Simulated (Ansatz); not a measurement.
Level of theory: DFT PBE, scalar-relativistic, plane waves, PAW (Ansatz 0.2.0). All cells share a 420 eV cutoff and Γ-centred k meshes spaced about 0.3 Å⁻¹ or finer (0.25 for metals, 2π included). These runs have no spin polarisation.

This relaxed YbIr4 cell comes from a structure search over trial cells.

```cif
data_structure
_symmetry_space_group_name_H-M 'P-6m2'
_symmetry_Int_Tables_number 187
_cell_length_a 5.2237
_cell_length_b 5.2237
_cell_length_c 4.0770
_cell_angle_alpha 90.000
_cell_angle_beta 90.000
_cell_angle_gamma 120.000
_cell_volume 96.34
loop_
_atom_site_label
_atom_site_type_symbol
_atom_site_symmetry_multiplicity
_atom_site_Wyckoff_symbol
_atom_site_fract_x
_atom_site_fract_y
_atom_site_fract_z
_atom_site_occupancy
Yb1 Yb 1 a 0.00000 0.00000 0.00000 1
Ir1 Ir 1 c 0.33333 0.66667 0.00000 1
Ir2 Ir 3 k 0.50570 0.01140 0.50000 1
```

Question: Does it survive phonon and random-displacement tests?

Answer: As far as tested, yes. The phonons on a 2×2×2 q mesh of the computed 5-atom cell show no imaginary mode. (Phonon run: 6×6×8 k mesh, Gaussian smearing of 0.10 eV.) After random moves of the atoms it relaxes back. The optical modes at Γ run from 44 to 238 cm⁻¹, and the highest mode on the mesh lies at 269 cm⁻¹. Around Yb lie 3 Ir at 3.02 Å, 12 Ir at 3.31 Å and 2 Yb at 4.08 Å; around Ir on a site of symmetry -6m2 lie 6 Ir at 2.57 Å and 3 Yb at 3.02 Å; Ir on a site of symmetry mm2 has 6 Ir at 2.52–2.70 Å and 4 Yb at 3.31 Å. The phonon run warned that its eigensolver hadn't fully converged.

These runs have no spin–orbit coupling, which can matter for Ir. The cell is a metal run without spin; a magnetic state may lie lower. The 4f shell of Yb is treated without a Hubbard U. Phonons of metals hang on the k mesh and the smearing.
